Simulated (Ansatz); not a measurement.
**Computed properties of Al$_{3}$BC$_{3}$**

Al₃BC₃:
```
CELL_PARAMETERS angstrom
      5.90097     0.00000     0.00000
     -2.95048     5.11039     0.00000
      0.00000     0.00000    15.86180
ATOMIC_POSITIONS crystal
  Al 0.00000 0.32055 0.62271
  Al 0.67945 0.00000 0.12271
  Al 0.67945 0.67945 0.62271
  Al 0.00000 0.67945 0.12271
  Al 0.32055 0.00000 0.62271
  Al 0.32055 0.32055 0.12271
  Al 0.34680 0.34680 0.37770
  Al 0.00000 0.34680 0.87770
  Al 0.65320 0.00000 0.37770
  Al 0.65320 0.65320 0.87770
  Al 0.00000 0.65320 0.37770
  Al 0.34680 0.00000 0.87770
  Al 0.66667 0.33333 0.23902
  Al 0.33333 0.66667 0.73902
  Al 0.33333 0.66667 0.23902
  Al 0.66667 0.33333 0.73902
  Al 0.00000 0.00000 0.76622
  Al 0.00000 0.00000 0.26622
  B  0.00000 0.00000 0.99046
  B  0.00000 0.00000 0.49046
  B  0.33333 0.66667 0.00615
  B  0.66667 0.33333 0.50615
  B  0.66667 0.33333 0.00615
  B  0.33333 0.66667 0.50615
  C  0.00000 0.00000 0.90028
  C  0.00000 0.00000 0.40028
  C  0.33333 0.66667 0.09702
  C  0.66667 0.33333 0.59702
  C  0.66667 0.33333 0.09702
  C  0.33333 0.66667 0.59702
  C  0.66693 0.66693 0.75014
  C  0.00000 0.66693 0.25014
  C  0.33307 0.00000 0.75014
  C  0.33307 0.33307 0.25014
  C  0.00000 0.33307 0.75014
  C  0.66693 0.00000 0.25014
  C  0.00000 0.00000 0.08143
  C  0.00000 0.00000 0.58143
  C  0.33333 0.66667 0.91538
  C  0.66667 0.33333 0.41538
  C  0.66667 0.33333 0.91538
  C  0.33333 0.66667 0.41538
```

Space group P6_3cm (No. 185); conventional cell a = b = 5.901 Å, c = 15.862 Å, α = β = 90.00°, γ = 120.00°.

Method: PBEsol (plane waves, PAW; program Ansatz). Geometry: relaxed at this level of theory. Other levels are named where they apply.

### Cell and energy

```
Item                                                            Value
-----------------------------------------------------  --------------
Volume per atom                                              11.39 Å³
Density                                                    2.66 g/cm³
Formation energy from the elements (no fitted shifts)  -0.070 eV/atom
```

### Electronic structure

```
Property                                                                      Result
--------------------------------------------  --------------------------------------
Band gap                                                          1.64 eV (indirect)
Valence-band maximum                                                            at Γ
Conduction-band minimum                                  at M (3 equivalent valleys)
Smallest direct gap on the standard path                                     2.14 eV
Electron effective mass                       0.63, 0.63, 0.67 mₑ (principal values)
Hole effective mass, band 1 of 2 at the edge           14 along x, 0.91 along z (mₑ)
Hole effective mass, band 2 of 2 at the edge         0.43 along x, 0.91 along z (mₑ)
HSE06 gap on the PBEsol cell                                                 2.56 eV
```

### Mechanics

```
Property                                                                                                       Value
-----------------------------------------------------------  -------------------------------------------------------
Bulk modulus (Birch–Murnaghan fit)                                                                           154 GPa
Pressure derivative B′                                                                                           3.8
Elastic constants (relaxed ions, GPa)                        C11 = 284, C12 = 111, C13 = 60.6, C33 = 356, C44 = 18.7
Mechanical stability                                                          stable (all eigenvalues of C positive)
Hill bulk and shear moduli                                                                          154 and 53.7 GPa
Young's modulus                                                                                              144 GPa
Poisson's ratio                                                                                                 0.34
Debye temperature from the elastic constants                                                                   668 K
Piezoelectric stress constants (proper, relaxed ions, C/m²)                            e31 = e32 = 0.04, e33 = -0.31
```

### Phonons

```
Quantity                                                                  Result
--------------------------------------------------  ----------------------------
Highest zone-centre frequency (without LO–TO term)                     1646 cm⁻¹
Zone-centre stability                                     no imaginary mode at Γ
Dynamical stability on the path                     stable (no imaginary branch)
Zero-point energy                                                  98.9 meV/atom
Vibrational entropy at 300 K                             11.9 J/(K·mol of atoms)
```

The workflow started from a Materials Project entry (that database holds measured and hypothetical structures alike); the Crystallography Open Database copy checked does not list it. Whether it is the stable phase at ambient conditions was not checked. Symmetry was held in the PBEsol relaxation. Signs of piezoelectric constants follow the polarity of the cell as given. The references are the lowest solids computed at this level, not always the standard phases.

Potentials: the earlier of the program's two PAW sets. The files were generated under PBE; for other functionals the program regenerates the frozen cores, and for LDA and PBEsol the local potential too.
